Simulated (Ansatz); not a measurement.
## Ti$_{2}$W$_{3}$: relaxed-ion elastic tensor

Computed with DFT PBE, scalar-relativistic, plane waves, PAW in Ansatz. Plane waves to 420 eV; Γ-centred k mesh 14×14×14; Fermi-Dirac smearing of 0.15 eV. No spin polarisation.

Relaxed structure:
```
CELL_PARAMETERS angstrom
0.00000 2.27163 11.39061
1.59073 0.00000 11.39061
1.59073 2.27163 0.00000
ATOMIC_POSITIONS crystal
Ti 0.19583 0.19583 0.80417
Ti 0.80417 0.80417 0.19583
W 0.00000 0.00000 0.00000
W 0.59773 0.59773 0.40227
W 0.40227 0.40227 0.59773
```

It was reached by relaxing an invented guess, and it needn't be the stable form of this composition. In a metal, frequencies and elastic constants depend on the k mesh and the smearing, soft modes and shear constants most. Spin–orbit coupling is left out, which matters for heavy elements.

(1) Give the relaxed-ion elastic constants (GPa, Voigt order xx yy zz yz xz xy, on the Cartesian axes of the cell above).

(2) Is the crystal stable against homogeneous strain?

Results:

(1)
```
328.9 145.3 132.2   0.0   0.0   0.0
145.3 320.4 124.5   0.0   0.0   0.0
132.2 124.5 293.5   0.0   0.0   0.0
  0.0   0.0   0.0  -5.6   0.0   0.0
  0.0   0.0   0.0   0.0  78.2   0.0
  0.0   0.0   0.0   0.0   0.0  79.1
```

(2) Too close to call: the least eigenvalue is -5.6 GPa, within what the k mesh leaves open in a metal.
